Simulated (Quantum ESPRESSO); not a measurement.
# Band energies of Au$_{2}$S

```
Au2S
1.0
    5.27398     0.00000     0.00000
    0.00000     5.27398     0.00000
    0.00000     0.00000     5.27398
S Au
2 4
Direct
  0.00000   0.00000   0.00000
  0.50000   0.50000   0.50000
  0.25000   0.25000   0.75000
  0.25000   0.75000   0.25000
  0.75000   0.75000   0.75000
  0.75000   0.25000   0.25000
```

norm-conserving PBEsol (Quantum ESPRESSO, 76 Ry, scalar-relativistic); path ΓXMΓRX,MR; energies in eV from the valence-band maximum.

```csv
k (1/Å),point,band 40,band 41,band 42,band 43,band 44,band 45,band 46,band 47
0.00,Γ,-1.62,-1.62,0.00,0.00,0.00,2.01,2.01,2.09
0.20,,-1.65,-1.65,-0.65,-0.05,-0.05,2.34,2.40,2.91
0.40,,-1.57,-1.10,-1.10,-0.20,-0.20,3.17,3.17,4.48
0.60,X,-1.79,-0.67,-0.67,-0.39,-0.39,4.15,4.15,4.32
0.79,,-1.72,-0.72,-0.72,-0.45,-0.45,3.58,3.58,4.46
0.99,,-1.62,-0.73,-0.73,-0.54,-0.54,2.81,2.81,4.18
1.19,M,-1.61,-0.67,-0.67,-0.58,-0.58,2.48,2.48,4.01
1.40,,-1.50,-0.84,-0.74,-0.59,-0.47,2.80,2.88,4.16
1.61,,-1.30,-1.18,-1.15,-0.48,-0.25,3.08,3.40,4.09
1.82,,-1.70,-1.65,-0.56,-0.21,-0.06,2.43,2.55,2.84
2.03,Γ,-1.62,-1.62,0.00,0.00,0.00,2.01,2.01,2.09
2.21,,-1.67,-1.67,-0.29,-0.29,-0.02,2.32,2.50,2.50
2.38,,-1.60,-1.60,-0.70,-0.70,-0.10,2.91,3.41,3.41
2.55,,-1.48,-1.48,-0.82,-0.82,-0.25,3.44,3.67,3.93
2.72,,-1.65,-1.13,-0.76,-0.76,-0.50,2.80,3.78,3.78
2.89,,-1.70,-0.89,-0.72,-0.70,-0.70,2.99,3.60,3.60
3.07,R,-1.68,-0.95,-0.68,-0.68,-0.68,3.52,3.52,3.52
3.23,,-1.70,-0.88,-0.72,-0.72,-0.68,2.97,3.57,3.64
3.40,,-1.59,-1.06,-0.75,-0.67,-0.59,2.63,3.71,3.80
3.57,,-1.41,-1.16,-0.67,-0.60,-0.45,3.02,3.80,3.93
3.74,,-1.68,-0.80,-0.64,-0.47,-0.40,3.77,3.99,4.13
3.91,X,-1.79,-0.67,-0.67,-0.39,-0.39,4.15,4.15,4.32
3.91,M,-1.61,-0.67,-0.67,-0.58,-0.58,2.48,2.48,4.01
4.06,,-1.63,-0.73,-0.73,-0.63,-0.57,2.11,3.22,3.98
4.21,,-1.76,-0.78,-0.78,-0.70,-0.66,2.31,3.84,3.84
4.50,R,-1.68,-0.95,-0.68,-0.68,-0.68,3.52,3.52,3.52
```

The PBEsol gap is direct, 2.01 eV at Γ.

Spin-orbit coupling is left out, which matters for elements this heavy: edges can move by tenths of an eV.

Geometry of the Materials Project entry, not relaxed at this level.
